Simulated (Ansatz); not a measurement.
NiSb:
```
CELL_PARAMETERS angstrom
      3.90829     0.00000     0.00000
     -1.95414     3.38467     0.00000
      0.00000     0.00000    10.34275
ATOMIC_POSITIONS crystal
  Ni 0.33333 0.66667 0.12667
  Ni 0.66667 0.33333 0.62667
  Ni 0.66667 0.33333 0.87333
  Ni 0.33333 0.66667 0.37333
  Sb 0.00000 0.00000 0.00000
  Sb 0.00000 0.00000 0.50000
  Sb 0.33333 0.66667 0.75000
  Sb 0.66667 0.33333 0.25000
```

Relaxed with PBEsol. Special points in fractions of this cell's reciprocal vectors: Γ (0.000, 0.000, 0.000); M (0.500, 0.000, 0.000); K (0.333, 0.333, 0.000); A (0.000, 0.000, 0.500); L (0.500, 0.000, 0.500); H (0.333, 0.333, 0.500).

Q: List the band energies nearest the Fermi level at these points for PBEsol (plane waves, PAW; program Ansatz).

A: In eV from the Fermi level; about four levels below and three above (degenerate sets whole), none deeper than 8.9 eV; points with the same levels are listed once.

| k | below | above |
|---|---|---|
| Γ | -1.43 -1.43 -0.48 -0.15 | 0.38 1.02 1.02 |
| M | -1.40 -1.35 -1.04 -0.32 | 0.14 0.16 0.34 |
| K | -1.14 -1.14 -0.55 -0.20 -0.20 | 0.32 0.32 0.78 |
| A | -1.57 -1.57 -1.57 -1.57 -0.52 -0.52 | 1.30 1.30 1.30 1.30 |
| L | -1.22 -1.22 -0.98 -0.98 | 0.37 0.37 1.60 1.60 |
| H | -0.94 -0.94 -0.82 -0.82 | 1.46 1.46 2.28 2.28 |

Space group P6_3/mmc. A made-up cell: these elements were put on the sites of a structure type; the Crystallography Open Database files this formula in space group No. 194, but the cells were not matched. Its standing as an ambient phase is unchecked. The PBEsol relaxation kept the symmetry of its start; its stability against distortions is not shown here. The workflow began spin-polarised and lost its moments. Scalar-relativistic: spin–orbit coupling is off unless named, which matters more the heavier the elements.

Potentials: the later of the program's two PAW sets.
